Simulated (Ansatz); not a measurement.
FeS2:
```cif
data_Fe2S4
_chemical_formula_sum 'Fe2 S4'
_space_group_name_H-M_alt 'P 1'
_space_group_IT_number 1
_cell_length_a 4.33451
_cell_length_b 5.29429
_cell_length_c 3.31984
_cell_angle_alpha 90.000
_cell_angle_beta 90.000
_cell_angle_gamma 90.000
loop_
_space_group_symop_operation_xyz
  'x, y, z'
loop_
_atom_site_label
_atom_site_type_symbol
_atom_site_fract_x
_atom_site_fract_y
_atom_site_fract_z
_atom_site_occupancy
Fe1 Fe 0.50000 0.50000 0.50000 1
Fe2 Fe 0.00000 0.00000 0.00000 1
S1 S 0.29219 0.87391 0.50000 1
S2 S 0.70781 0.12609 0.50000 1
S3 S 0.79219 0.62609 0.00000 1
S4 S 0.20781 0.37391 0.00000 1
```

Relaxed with LDA.

Q: Give the optical modes at the zone centre with their infrared and Raman activity from DFPT, DFT-LDA in the program Ansatz with PAW potentials.

A: Transverse frequencies, without the LO–TO term; a row sums one degenerate level.

```
ω (cm⁻¹)  degeneracy  IR ((D/Å)²/amu)  Raman (Å⁴/amu)  activity  symmetry
--------  ----------  ---------------  --------------  --------  --------
215                1             0.00               0    silent        Au
267                1             0.04               0        IR       B2u
315                1             6.95               0        IR       B3u
333                1             0.00             890     Raman        Ag
339                1             8.09               0        IR       B2u
344                1             0.00            0.10     Raman       B3g
344                1             0.00             230     Raman       B2g
382                1            11.25               0        IR       B3u
401                1             0.00               0    silent        Au
404                1            22.20               0        IR       B3u
406                1             0.00            3100     Raman        Ag
410                1             0.00               0    silent       B1g
424                1            43.24               0        IR       B2u
431                1            27.77               0        IR       B1u
497                1             0.00            1000     Raman       B1g
```

Q: How high does the top mode go among those that the LO–TO term moves?

A: 454 cm⁻¹ for q along x, 496 cm⁻¹ for q along y, 477 cm⁻¹ for q along z.

Space group Pnnm. The cell was relaxed with LDA under the symmetry of its start; phonons on a q-mesh show no instability. No spin polarisation was allowed.

Potentials: the later of the program's two PAW sets.
